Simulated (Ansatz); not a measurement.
Geometry optimisation in Ansatz: input, command and trajectory.

```yaml
crystal:
  lattice:
    - [4.3756361145, 0.0, 0.0]
    - [0.0, 4.3756361145, 0.0]
    - [0.0, 0.0, 9.0539994017]
  atoms:
    - { symbol: Ba, position: [0.0, 0.5, 0.3302755428] }
    - { symbol: Ba, position: [0.5, 0.0, 0.6697244572] }
    - { symbol: Zn, position: [0.5, 0.5, 0.0] }
    - { symbol: Zn, position: [0.0, 0.0, 0.0] }
    - { symbol: Sb, position: [0.5, 0.0, 0.1432296288] }
    - { symbol: Sb, position: [0.0, 0.5, 0.8567703712] }
    - { symbol: F, position: [0.5, 0.5, 0.5] }
    - { symbol: F, position: [0.0, 0.0, 0.5] }
basis:
  ecutwfc: 420
kpoints:
  mp_grid: { grid: [8, 8, 4] }
hamiltonian:
  xc: pbe
scf:
  occupations: { method: gaussian, width: 0.1 }
output:
  forces: true
  stress: true
  eigenvalues: true
relax:
  adjacent_minimum: "off"
  f_tol: 0.02
  max_steps: 40
  cell: { stress_tol: 0.1 }
```

```bash
ansatz run input.yaml --threads 1 --pin off --max-ram 2560MiB --backend cpu --events-out ev --progress --plain --runs-dir out
```

All numbers below come from DFT PBE, scalar-relativistic, plane waves, PAW in Ansatz.

Of 10 frames 10 are shown, positions in Å and forces in eV/Å; the SCF threshold varies from step to step. Steps run on the plane waves of an earlier cell, with a Pulay correction in the pressure. The basis is chosen afresh for the last frame, the zero of the energies, and can be on the way; energy and pressure step there, also at an unchanged geometry. Here that happened at step 8 (-6 meV/atom, 0.4 GPa); the frames before carry an error of that size. The mark taken_back stands on steps that the optimiser undid.

```xyz
8
Lattice="4.3756 0.0000 0.0000 0.0000 4.3756 0.0000 0.0000 0.0000 9.0540" Properties=species:S:1:pos:R:3:forces:R:3 pbc="T T T" step=1 free_energy_over_end_meV_per_atom=167.91 pressure_GPa=10.22
Ba    0.0000    2.1878    2.9903    0.0000    0.0000    0.6830
Ba    2.1878    0.0000    6.0637    0.0000    0.0000   -0.6830
Zn    2.1878    2.1878    0.0000    0.0000    0.0000    0.0000
Zn    0.0000    0.0000    0.0000    0.0000    0.0000    0.0000
Sb    2.1878    0.0000    1.2968    0.0000    0.0000    2.5600
Sb    0.0000    2.1878    7.7572    0.0000    0.0000   -2.5600
F     2.1878    2.1878    4.5270    0.0000    0.0000    0.0000
F     0.0000    0.0000    4.5270    0.0000    0.0000    0.0000
8
Lattice="4.5456 0.0000 0.0000 0.0000 4.5456 0.0000 0.0000 0.0000 9.4257" Properties=species:S:1:pos:R:3:forces:R:3 pbc="T T T" step=2 free_energy_over_end_meV_per_atom=15.85 pressure_GPa=0.66
Ba    0.0000    2.2728    3.3195    0.0000    0.0000   -0.1710
Ba    2.2728    0.0000    6.1061    0.0000    0.0000    0.1710
Zn    2.2728    2.2728    0.0000    0.0000    0.0000    0.0000
Zn    0.0000    0.0000    0.0000    0.0000    0.0000    0.0000
Sb    2.2728    0.0000    1.5215    0.0000    0.0000    0.5440
Sb    0.0000    2.2728    7.9042    0.0000    0.0000   -0.5440
F     2.2728    2.2728    4.7128    0.0000    0.0000    0.0000
F     0.0000    0.0000    4.7128    0.0000    0.0000    0.0000
8
Lattice="4.4737 0.0000 0.0000 0.0000 4.4737 0.0000 0.0000 0.0000 9.4629" Properties=species:S:1:pos:R:3:forces:R:3 pbc="T T T" step=3 free_energy_over_end_meV_per_atom=17.67 pressure_GPa=0.81 taken_back
Ba    0.0000    2.2368    3.2770    0.0000    0.0000    0.2450
Ba    2.2368    0.0000    6.1859    0.0000    0.0000   -0.2450
Zn    2.2368    2.2368    0.0000    0.0000    0.0000    0.0000
Zn    0.0000    0.0000    0.0000    0.0000    0.0000    0.0000
Sb    2.2368    0.0000    1.6951    0.0000    0.0000   -0.6310
Sb    0.0000    2.2368    7.7678    0.0000    0.0000    0.6310
F     2.2368    2.2368    4.7314    0.0000    0.0000    0.0000
F     0.0000    0.0000    4.7314    0.0000    0.0000    0.0000
8
Lattice="4.5125 0.0000 0.0000 0.0000 4.5125 0.0000 0.0000 0.0000 9.6024" Properties=species:S:1:pos:R:3:forces:R:3 pbc="T T T" step=4 free_energy_over_end_meV_per_atom=7.60 pressure_GPa=-0.04
Ba    0.0000    2.2562    3.3723    0.0000    0.0000   -0.0530
Ba    2.2562    0.0000    6.2301    0.0000    0.0000    0.0530
Zn    2.2562    2.2562    0.0000    0.0000    0.0000    0.0000
Zn    0.0000    0.0000    0.0000    0.0000    0.0000    0.0000
Sb    2.2562    0.0000    1.6169    0.0000    0.0000    0.0130
Sb    0.0000    2.2562    7.9855    0.0000    0.0000   -0.0130
F     2.2562    2.2562    4.8012    0.0000    0.0000    0.0000
F     0.0000    0.0000    4.8012    0.0000    0.0000    0.0000
8
Lattice="4.4921 0.0000 0.0000 0.0000 4.4921 0.0000 0.0000 0.0000 9.7079" Properties=species:S:1:pos:R:3:forces:R:3 pbc="T T T" step=5 free_energy_over_end_meV_per_atom=6.95 pressure_GPa=-0.16
Ba    0.0000    2.2461    3.4043    0.0000    0.0000   -0.0180
Ba    2.2461    0.0000    6.3036    0.0000    0.0000    0.0180
Zn    2.2461    2.2461    0.0000    0.0000    0.0000    0.0000
Zn    0.0000    0.0000    0.0000    0.0000    0.0000    0.0000
Sb    2.2461    0.0000    1.6381    0.0000    0.0000   -0.0670
Sb    0.0000    2.2461    8.0698    0.0000    0.0000    0.0670
F     2.2461    2.2461    4.8539    0.0000    0.0000    0.0000
F     0.0000    0.0000    4.8539    0.0000    0.0000    0.0000
8
Lattice="4.4804 0.0000 0.0000 0.0000 4.4804 0.0000 0.0000 0.0000 9.7487" Properties=species:S:1:pos:R:3:forces:R:3 pbc="T T T" step=6 free_energy_over_end_meV_per_atom=6.77 pressure_GPa=-0.02
Ba    0.0000    2.2402    3.4105    0.0000    0.0000    0.0160
Ba    2.2402    0.0000    6.3382    0.0000    0.0000   -0.0160
Zn    2.2402    2.2402    0.0000    0.0000    0.0000    0.0000
Zn    0.0000    0.0000    0.0000    0.0000    0.0000    0.0000
Sb    2.2402    0.0000    1.6296    0.0000    0.0000    0.0220
Sb    0.0000    2.2402    8.1191    0.0000    0.0000   -0.0220
F     2.2402    2.2402    4.8744    0.0000    0.0000    0.0000
F     0.0000    0.0000    4.8744    0.0000    0.0000    0.0000
8
Lattice="4.4788 0.0000 0.0000 0.0000 4.4788 0.0000 0.0000 0.0000 9.7443" Properties=species:S:1:pos:R:3:forces:R:3 pbc="T T T" step=7 free_energy_over_end_meV_per_atom=6.73 pressure_GPa=0.04
Ba    0.0000    2.2394    3.4133    0.0000    0.0000   -0.0140
Ba    2.2394    0.0000    6.3310    0.0000    0.0000    0.0140
Zn    2.2394    2.2394    0.0000    0.0000    0.0000    0.0000
Zn    0.0000    0.0000    0.0000    0.0000    0.0000    0.0000
Sb    2.2394    0.0000    1.6325    0.0000    0.0000    0.0040
Sb    0.0000    2.2394    8.1118    0.0000    0.0000   -0.0040
F     2.2394    2.2394    4.8722    0.0000    0.0000    0.0000
F     0.0000    0.0000    4.8722    0.0000    0.0000    0.0000
8
Lattice="4.4788 0.0000 0.0000 0.0000 4.4788 0.0000 0.0000 0.0000 9.7443" Properties=species:S:1:pos:R:3:forces:R:3 pbc="T T T" step=8 free_energy_over_end_meV_per_atom=0.60 pressure_GPa=0.43
Ba    0.0000    2.2394    3.4133    0.0000    0.0000   -0.0130
Ba    2.2394    0.0000    6.3310    0.0000    0.0000    0.0130
Zn    2.2394    2.2394    0.0000    0.0000    0.0000    0.0000
Zn    0.0000    0.0000    0.0000    0.0000    0.0000    0.0000
Sb    2.2394    0.0000    1.6325    0.0000    0.0000    0.0030
Sb    0.0000    2.2394    8.1118    0.0000    0.0000   -0.0030
F     2.2394    2.2394    4.8722    0.0000    0.0000    0.0000
F     0.0000    0.0000    4.8722    0.0000    0.0000    0.0000
8
Lattice="4.4783 0.0000 0.0000 0.0000 4.4783 0.0000 0.0000 0.0000 9.8543" Properties=species:S:1:pos:R:3:forces:R:3 pbc="T T T" step=9 free_energy_over_end_meV_per_atom=0.28 pressure_GPa=0.03
Ba    0.0000    2.2391    3.4558    0.0000    0.0000   -0.0130
Ba    2.2391    0.0000    6.3985    0.0000    0.0000    0.0130
Zn    2.2391    2.2391    0.0000    0.0000    0.0000    0.0000
Zn    0.0000    0.0000    0.0000    0.0000    0.0000    0.0000
Sb    2.2391    0.0000    1.6399    0.0000    0.0000    0.0030
Sb    0.0000    2.2391    8.2144    0.0000    0.0000   -0.0030
F     2.2391    2.2391    4.9271    0.0000    0.0000    0.0000
F     0.0000    0.0000    4.9271    0.0000    0.0000    0.0000
8
Lattice="4.4783 0.0000 0.0000 0.0000 4.4783 0.0000 0.0000 0.0000 9.8543" Properties=species:S:1:pos:R:3:forces:R:3 pbc="T T T" step=10 free_energy_over_end_meV_per_atom=0.00 pressure_GPa=0.03
Ba    0.0000    2.2391    3.4558    0.0000    0.0000   -0.0140
Ba    2.2391    0.0000    6.3985    0.0000    0.0000    0.0140
Zn    2.2391    2.2391    0.0000    0.0000    0.0000    0.0000
Zn    0.0000    0.0000    0.0000    0.0000    0.0000    0.0000
Sb    2.2391    0.0000    1.6399    0.0000    0.0000    0.0030
Sb    0.0000    2.2391    8.2144    0.0000    0.0000   -0.0030
F     2.2391    2.2391    4.9271    0.0000    0.0000    0.0000
F     0.0000    0.0000    4.9271    0.0000    0.0000    0.0000
```

It took 8.9 min on 1 thread of Intel(R) Xeon(R) Processor @ 2.70GHz, with other jobs on the host, peak memory 0.71 GiB.